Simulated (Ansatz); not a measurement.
**Fields on a plane of Zn (hcp, Mg type)**

```
CELL_PARAMETERS angstrom
      2.62220     0.00000     0.00000
     -1.31110     2.27089     0.00000
      0.00000     0.00000     5.19319
ATOMIC_POSITIONS crystal
  Zn 0.33333 0.66667 0.75000
  Zn 0.66667 0.33333 0.25000
```

The slice is a (0001) plane (indices of the conventional cell) through the point (0.333, 0.667, 0.750) (fractional), spanned by u = [110] and v = [1 -1 0] in vectors of this cell: u (2.62 Å) and v (4.54 Å, at 90° to u). It covers one period; positions are fractions (u, v).

Atoms on it: Zn at (0.00, 0.00); Zn at (0.50, 0.50).

Calculation: PBE (plane waves to 420 eV, PAW, scalar-relativistic; Ansatz, a quantum-chemistry and plane-wave program). k mesh 20×20×9. These are valence fields of a PAW run, semicore shells included where kept as valence: close to a nucleus they are smooth pseudo fields. The PAW data are Ansatz's earlier set. Zn was relaxed with its symmetry unable to fall.

```
v \ u  0.00  0.12  0.25  0.38  0.50  0.62  0.75  0.88
-----  ----  ----  ----  ----  ----  ----  ----  ----
0.93      x     x  0.13  0.22  0.39  0.22  0.13     x
0.86   0.08  0.13  0.19  0.30  0.46  0.30  0.19  0.13
0.79   0.21  0.22  0.29  0.39  0.40  0.39  0.29  0.22
0.71   0.35  0.36  0.29  0.22  0.20  0.22  0.29  0.36
0.64   0.40  0.28  0.20  0.12  0.08  0.12  0.20  0.28
0.57   0.36  0.22  0.13     x     x     x  0.13  0.22
0.50   0.34  0.21  0.09     x     x     x  0.09  0.21
0.43   0.39  0.22  0.13     x     x     x  0.13  0.22
0.36   0.46  0.30  0.19  0.13  0.08  0.13  0.19  0.30
0.29   0.40  0.39  0.29  0.22  0.21  0.22  0.29  0.39
0.21   0.20  0.22  0.29  0.36  0.35  0.36  0.29  0.22
0.14   0.08  0.12  0.20  0.28  0.40  0.28  0.20  0.12
0.07      x     x  0.13  0.22  0.36  0.22  0.13     x
0.00      x     x  0.09  0.21  0.34  0.21  0.09     x
```

Values: electron localisation function (ELF). Points within 0.5 Å of a nucleus are blanked (x), as the pseudised field means little there.

```
|9875311000113578|
|7764210000012467|
|5543210000012345|
|3322100000001223|
|2211000000000112|
|1100000000000001|
|0000000000000000|
|0000000111000000|
|0000011222110000|
|0000122333221000|
|0001234555432100|
|0001246777642100|
|0011357898753110|
|0012357999753210|
|0011357898753110|
|0001246777642100|
|0001234555432100|
|0000122333221000|
|0000011222110000|
|0000000111000000|
|0000000000000000|
|1100000000000001|
|2211000000000112|
|3322100000001223|
|5543210000012345|
|7764210000012467|
|9875311000113578|
|9975321000123579|
```
Scale: ten equal steps from -0.68 (start of '0') to 1.67 (end of '9'), in the order '0123456789'. Values: log₁₀ of the valence density in e/Å³. The map has 16 points along u (one character each, u = 0 at the left) and 28 along v (v = 0 in the bottom row). The scale is logarithmic, as a density can span decades between atoms and voids.

The density on the Zn–Zn line (2.62 Å) at its midpoint comes out as 0.26 e/Å³ and the ELF at that point is 0.34.
